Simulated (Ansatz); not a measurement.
A (001) slab of Be (P6_3/mmc (No. 194)), 8 planes, outer planes Be (top) and Be (bottom), with 8 atoms (Be8) in a surface cell of A = 4.439 Å², as cut from the bulk:

```xyz
8
Lattice="2.2640 0.0000 0.0000 -1.1320 1.9607 0.0000 0.0000 0.0000 27.4712" Properties=species:S:1:pos:R:3 pbc="T T T"
Be    1.1320    0.6536    7.5000
Be    0.0000    1.3071    9.2816
Be    1.1320    0.6536   11.0632
Be    0.0000    1.3071   12.8448
Be    1.1320    0.6536   14.6264
Be    0.0000    1.3071   16.4080
Be    1.1320    0.6536   18.1896
Be    0.0000    1.3071   19.9712
```

Computed with DFT r2SCAN, scalar-relativistic, plane waves, PAW (Ansatz). Cutoff 500 eV; k points 15×15×1 on the computed 8-atom cell (Γ-centred); Gaussian smearing, width 0.10 eV; no spin polarisation.

Against the same 8 atoms in the bulk, the slab as cut lies 1.023 eV higher and the relaxed slab 1.011 eV higher.

Problem. Work out the surface energy before and after relaxation.

Solution. The slab has two faces, so γ = (E_slab − N·E_bulk)/(2A), the mean of both. As cut: 1.023/(2 × 4.439) = 0.1152 eV/Å², and 1 eV/Å² = 16.02 J/m², so γ = 1.85 J/m². Relaxed: 1.011/(2 × 4.439) = 0.1139 eV/Å² = 1.82 J/m². Relaxation recovers 1.2 % of the cost of cutting.

Problem. What is the ideal work of this cut, per area?

Solution. Griffith's ideal work is 2γ: 3.69 J/m² if the new faces stay rigid, 3.65 J/m² if they relax. One thickness was run, 8 planes, so γ can still shift with it.